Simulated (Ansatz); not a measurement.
**LiTiB4: changing the functional**

The cell as given:

```xyz
6
Lattice="3.0210 0.0000 0.0000 -1.5105 2.6162 0.0000 0.0000 0.0000 6.7608" Properties=species:S:1:pos:R:3 pbc="T T T"
Li    0.0000    0.0000    3.3804
Ti    0.0000    0.0000    0.0000
B     0.0000    1.7442    5.1879
B     1.5105    0.8721    5.1879
B     0.0000    1.7442    1.5730
B     1.5105    0.8721    1.5730
```

The cell comes from a database or a generator and needn't be the stable form of this composition.

Kept alike: task relaxation of cell and atoms; k mesh 7 × 7 × 3; occupations fermi-dirac, width 0.05 eV; no spin polarisation. Program: Ansatz, Ansatz PAW, cutoff 420 eV. The mesh is that of the run's cell of 6 atoms. No spin-orbit coupling.

| functional | volume (Å³/atom) | first edge of the run's cell (Å) | third edge of the run's cell (Å) |
| --- | --- | --- | --- |
| BLYP | 9.125 | 3.034 | 6.868 |
| LDA | 8.443 | 2.987 | 6.555 |
| PBE | 8.883 | 3.023 | 6.732 |
| PBEsol | 8.703 | 3.011 | 6.650 |
| RPBE | 9.093 | 3.041 | 6.813 |
| revPBE | 9.055 | 3.037 | 6.800 |

The relaxations keep at least the cell's symmetry (P6/mmm). For a metal such a mesh leaves the last digits unconverged. Relaxations stop with a little pressure left, so the last digits of a volume or edge aren't settled. Ansatz's relaxations hold a Pulay term in the stress (up to 0.2 GPa here). All rows use potentials made for PBE.

The volume runs from 8.443 (LDA) to 9.125 Å³/atom (BLYP). From PBE: BLYP +0.242; LDA -0.440; PBEsol -0.180; RPBE +0.210; revPBE +0.172. The first edge of the run's cell runs from 2.987 (LDA) to 3.041 Å (RPBE). From PBE: BLYP +0.011; LDA -0.036; PBEsol -0.012; RPBE +0.018; revPBE +0.014. The third edge of the run's cell runs from 6.555 (LDA) to 6.868 Å (BLYP). From PBE: BLYP +0.136; LDA -0.177; PBEsol -0.082; RPBE +0.081; revPBE +0.068.
